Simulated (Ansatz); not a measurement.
Polymorphs of Bi, each relaxed with plane-wave PAW r²SCAN (Ansatz code):

A: A7 (α-As type) (R-3m)
a = b = 4.5349 Å, c = 12.3716 Å, α = β = 90.00°, γ = 120.00°

```
atom  site  symmetry       x       y       z
----  ----  --------  ------  ------  ------
Bi      6c        3m  0.0000  0.0000  0.2316
```

B: diamond (Fd-3m)
a = 7.235 Å, b = 7.235 Å, c = 7.235 Å, α = 90.00°, β = 90.00°, γ = 90.00°

```csv
atom,site,symmetry,x,y,z
Bi,8b,-43m,0.5000,0.5000,0.5000
```

**Question.** Rank these by energy per atom at 0 K (lowest first), as r²SCAN gives it.

**Answer.** A (+0 meV/atom), B (+248 meV/atom)

Typed or built starts, not in the databases checked: B. Not the usual ambient phase: B. Unstable at this level: B. All cells were relaxed under the symmetry of their starts (and spin orders); stability against distortions was not tested throughout. Spin–orbit coupling is left out wherever it is not named.

Energies hold the estimated change up to a 700 eV cutoff; steps of a few meV lie near the error of the meshes.

Potentials: the earlier of the program's two PAW sets. The files were generated under PBE; for other functionals the program regenerates the frozen cores, and for LDA and PBEsol the local potential too.
